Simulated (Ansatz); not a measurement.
One stationary structure of Al. Space group Fm-3m (No. 225). These are PBE (plane waves to 420 eV, PAW, scalar-relativistic; Ansatz, an electronic-structure program) values and carry that method's errors.

```cif
data_Al12
_chemical_formula_sum 'Al12'
_space_group_name_H-M_alt 'Fm-3m'
_space_group_IT_number 225
_space_group_name_Hall '-F 4 2 3'
_cell_length_a 6.21231
_cell_length_b 6.21231
_cell_length_c 6.21231
_cell_angle_alpha 90.000
_cell_angle_beta 90.000
_cell_angle_gamma 90.000
loop_
_atom_site_label
_atom_site_type_symbol
_atom_site_symmetry_multiplicity
_atom_site_Wyckoff_symbol
_atom_site_fract_x
_atom_site_fract_y
_atom_site_fract_z
_atom_site_occupancy
Al1 Al 8 c 0.25000 0.25000 0.25000 1
Al2 Al 4 b 0.50000 0.50000 0.50000 1
```
(The calculation used a cell of 3 atoms; values per cell refer to that cell.)

```json
{
  "volume_per_atom": "19.98 Å³",
  "density": "2.24 g/cm³",
  "band_gap": "no gap (metallic)",
  "shortest_distances": "Al–Al 2.69 Å",
  "k-mesh": "13×13×13"
}
```

Band energies at high-symmetry points (eV from the Fermi level; labels of this space group; no spin-orbit coupling), from −5 eV up to 1.3 eV:

| point | energies |
|---|---|
| Γ | 0.15 0.15 0.15 0.61 0.61 0.61 |
| X | -2.91 -2.91 -2.90 -0.26 |
| U | -2.50 -1.27 |
| K | -2.50 -1.27 |
| L | -1.01 -1.01 0.03 0.60 0.60 |
| W | -3.87 |

No spin polarisation in the result.

The run could not lose the symmetry of its start, so the end can be a saddle point.

All atoms sit on sites fixed by symmetry, so only the cell could relax.

The relaxed structure here is a generated cell of Al: the first start was made by a random draw of sites in a space group, and the end was not matched to a known phase here, so it may be hypothetical. A known form of Al has the same space group but another cell.
